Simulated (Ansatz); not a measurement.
## SiNi3: relaxation of cell and atoms

Method: DFT, LDA, all-electron LAPW, scalar-relativistic in Ansatz 0.2.0.

Command: `ansatz run input.yaml --threads 1 --pin off --max-ram 6144MiB --backend cpu --events-out ev --progress --plain --runs-dir out` The run took 3.6 min on 1 thread of Arm Neoverse V2, on a shared host.

```yaml
crystal:
  lattice:
    - [3.4696939971, 0.0, 0.0]
    - [0.0, 3.4696939971, 0.0]
    - [0.0, 0.0, 3.4696939971]
  atoms:
    - { symbol: Si, position: [0.0, 0.0, 0.0] }
    - { symbol: Ni, position: [0.0, 0.5, 0.5], spin: 1.5 }
    - { symbol: Ni, position: [0.5, 0.0, 0.5], spin: 1.5 }
    - { symbol: Ni, position: [0.5, 0.5, 0.0], spin: 1.5 }
magnetization:
  spin_polarized: true
kpoints:
  mp_grid: { grid: [9, 9, 9] }
scf:
  occupations: { method: fermi_dirac, width: 0.05 }
hamiltonian:
  xc: lda
  pseudopotentials: { kind: all_electron, lapw: { basis_error: 0.001 } }
output:
  forces: true
  stress: true
relax:
  f_tol: 0.005
  max_steps: 80
  cell: {}
```

The run is spin-polarised from parallel moments and ends with 0.00 μB in the cell; other orders may lie lower.

The geometry is COD entry 1538633, unchecked; take it as a test cell. It differs from other determinations. The listed cell was then made from it by scaling, straining or moving an atom.

Each frame lists the cell vectors (Å), then Cartesian positions (Å); symmetry keeps all forces zero. Free energies count from the first step, -131817.2064 eV.

The walk took 5 evaluations in all; steps that aren't listed are left out.

Step 1: E = 0.0 meV, P = -8.69 GPa

```
cell 3.4697 0.0000 0.0000 0.0000 3.4697 0.0000 0.0000 0.0000 3.4697
Si    0.0000    0.0000    0.0000
Ni    0.0000    1.7348    1.7348
Ni    1.7348    0.0000    1.7348
Ni    1.7348    1.7348    0.0000
```

Step 2: E = -32.0 meV, P = -4.40 GPa

```
cell 3.4480 0.0000 0.0000 0.0000 3.4480 0.0000 0.0000 0.0000 3.4480
Si    0.0000    0.0000    0.0000
Ni    0.0000    1.7240    1.7240
Ni    1.7240    0.0000    1.7240
Ni    1.7240    1.7240    0.0000
```

(1) How does the relaxation end?

Results:

(1) It converges, with a = 3.428 Å, b = 3.428 Å, c = 3.428 Å, α = 90.00°, β = 90.00°, γ = 90.00° (conventional cell, space group Pm-3m). The last solve (on a basis chosen afresh for the final cell, so its energy is not quite comparable) gives E = -42.1 meV, P = -0.01 GPa:
```
cell 3.4278 0.0000 0.0000 0.0000 3.4278 0.0000 0.0000 0.0000 3.4278
Si    0.0000    0.0000    0.0000
Ni    0.0000    1.7139    1.7139
Ni    1.7139    0.0000    1.7139
Ni    1.7139    1.7139    0.0000
```
